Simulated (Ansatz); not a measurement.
Values for one crystal, relaxed and computed with PBEsol (plane waves, PAW; program Ansatz); other levels are named.

```yaml
volume_per_atom: 20.17 Å³
electronic_character: metallic (no gap)
Formation energy from the elements (no fitted shifts): -10 kJ/mol-atom
Density of states at the Fermi level: 0.36 states/eV per atom (mean over ±0.08 eV)
Pressure derivative B′: 6.3
Bulk modulus (Birch–Murnaghan fit): 84.5 GPa
```

Q: Which of these materials gives this?
A. TiFe, CsCl type
B. CoSn3, Cmce (Co on 8d, Sn on 8f, Sn on 16g)
C. ZrFe2, cubic Laves (MgCu2 type)
D. ZnAg, CsCl type

A: B, CoSn3, Cmce (Co on 8d, Sn on 8f, Sn on 16g)

The first step of the workflow began from a Materials Project structure, measured or hypothetical; the Crystallography Open Database copy checked does not list it. Its standing as an ambient phase is unchecked. Symmetry was held in the PBEsol relaxation; whether a distortion lowers the energy is not shown. The run is not spin-polarised. The references are the lowest solids computed at this level, not always the standard phases. Scalar-relativistic: spin–orbit coupling is off unless named, which matters more the heavier the elements.

Potentials: the later of the program's two PAW sets.
